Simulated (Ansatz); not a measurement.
Relaxed candidate structures of TiS:

A. P-6m2 (No. 187), hP2; a = b = 3.221 Å, c = 3.185 Å, α = β = 90.00°, γ = 120.00°; Ti 1e (0.667, 0.333, 0.000); S 1b (0.000, 0.000, 0.500)

B. R-3m, hexagonal axes (No. 166), hR6; a = b = 3.3925 Å, c = 26.4237 Å, α = β = 90.00°, γ = 120.00°; Ti 3b (0.000, 0.000, 0.500); Ti 6c (0.000, 0.000, 0.382); S 3a (0.000, 0.000, 0.000); S 6c (0.000, 0.000, 0.223)

C. Pm-3m (No. 221), cP2, CsCl type; a = 3.010 Å, b = 3.010 Å, c = 3.010 Å, α = 90.00°, β = 90.00°, γ = 90.00°; Ti 1b (0.500, 0.500, 0.500); S 1a (0.000, 0.000, 0.000)

Task: Order them by energy per atom (lowest first) at the level PBEsol (plane waves to 420 eV, PAW, scalar-relativistic; Ansatz, an electronic-structure program).

Result: A (reference, the lowest among the structures calculated here), B (+0.15 eV/atom), C (+0.38 eV/atom)

Each run could gain symmetry but not lose that of its start, so entries can be saddle points. From databases, or of a type measured for this composition: P-6m2, hP2; R-3m, hR6; the others are generated cells (placed on structure types, drawn at random, substituted or restacked) that were not matched to a known phase here. The real structure of this composition may not be among these. Energies are at zero temperature and pressure, without zero-point motion. Each cell has its own k-point mesh; energy differences are given only to the digits this allows. No spin polarisation in the result.
